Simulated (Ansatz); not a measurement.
## A trial form of In3As

Theory: DFT PBE, scalar-relativistic, plane waves, PAW (Ansatz 0.2.0). Cutoff 420 eV, Gaussian smearing, Γ-centred meshes. Cell and atoms relax first on a coarse mesh and then on a finer one. In between, the cell is made exact in the group found at 0.06 Å. In metals the finer mesh still leaves noise of several meV/atom or more. The steps can't lower the symmetry of their start. No spin polarisation.

The guess for In3As was made by a generator: random cell by space group and Wyckoff sites (R-3m, No. 166). The dimensions are guesses.

Space group R-3m:H (No. 166). a = 5.682 Å, b = 5.682 Å, c = 11.524 Å, α = 90.00°, β = 90.00°, γ = 120.00°
| atom | site | symmetry | x | y | z |
| --- | --- | --- | --- | --- | --- |
| In | 9e | .2/m | 0.1667 | 0.3333 | 0.3333 |
| As | 3b | -3m | 0.3333 | 0.6667 | 0.1667 |

Energies over the elements count from the elements' standard structures at the same level, with no fitted energy shifts.

Problem. Where does the relaxation end?

Solution. The symmetry stays R-3m (No. 166). The volume per atom grows by 40.9 %, from 26.8 to 37.8 Å³. The shortest distance goes from 2.53 Å (In–As) to 2.92 Å (In–As). The ratio c/a of the conventional cell changes by a factor of 1.12. The energy falls by about 0.60 eV/atom (the start's value is from the coarse mesh). Conventional cell: a = 6.137 Å, c = 13.917 Å. In is surrounded by 2 As at 2.92 Å and 4 In at 3.07 Å; around As lie 6 In at 2.92 Å.

```cif
data_structure
_symmetry_space_group_name_H-M 'R-3m:H'
_symmetry_Int_Tables_number 166
_cell_length_a 6.1365
_cell_length_b 6.1365
_cell_length_c 13.9166
_cell_angle_alpha 90.000
_cell_angle_beta 90.000
_cell_angle_gamma 120.000
_cell_volume 453.85
loop_
_atom_site_label
_atom_site_type_symbol
_atom_site_symmetry_multiplicity
_atom_site_Wyckoff_symbol
_atom_site_fract_x
_atom_site_fract_y
_atom_site_fract_z
_atom_site_occupancy
In1 In 9 e 0.16667 0.33333 0.33333 1
As1 As 3 b 0.33333 0.66667 0.16667 1
```

Problem. How does it come out in energy, and is it a metal?

Solution. The energy over the elements is +0.35 eV/atom. The gap on the 12×12×12 mesh of the 4-atom cell is 0 eV (a metal).

It can't be a ground state, since the elements alone are lower.

The last run used Gaussian smearing of 0.10 eV. The reference form of As is held partly by dispersion forces, which this level lacks. A structure relaxed within its symmetry needn't be a true minimum. In all, the 3 runs took 2.4 min on 1 thread of Intel(R) Xeon(R) 6975P-C (Granite Rapids), on a shared host. Another cell of In3As relaxed alike, in Pm-3m (a Materials Project cell), lies 273 meV/atom lower, so this cell isn't the stable form at this level.
